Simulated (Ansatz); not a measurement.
Q: Each is relaxed and computed with DFT-PBEsol in the program Ansatz with PAW potentials. Which is the only metal?
A. GeS2, P3_221 (Ge on 3b, S on 6c)
B. Ge3N4, P6_3/m (Ge on 6h, N on 2c, N on 6h)
C. SiGe, wurtzite
D. GeRh, P6/mmm (Rh on 3f, Ge on 1a, Ge on 2d)

A: D, GeRh, P6/mmm (Rh on 3f, Ge on 1a, Ge on 2d). GeRh: metal; SiGe: gap 0.35 eV (indirect); GeS2: gap 1.70 eV (indirect); Ge3N4: gap 2.08 eV (direct). Constructed cells (a structure type filled with these elements, in neither database checked): GeRh, P6/mmm (Rh on 3f, Ge on 1a, Ge on 2d). Typed or built starts, not in the databases checked: GeS2, P3_221 (Ge on 3b, S on 6c). Standing as an ambient phase not checked: SiGe, wurtzite. All cells were relaxed under the symmetry of their starts (and spin orders); stability against distortions was not tested throughout. Named crystals with no word on spin ran without spin polarisation. Spin–orbit coupling is left out wherever it is not named.

Potentials: the earlier of the program's two PAW sets. The files were generated under PBE; for other functionals the program regenerates the frozen cores, and for LDA and PBEsol the local potential too.
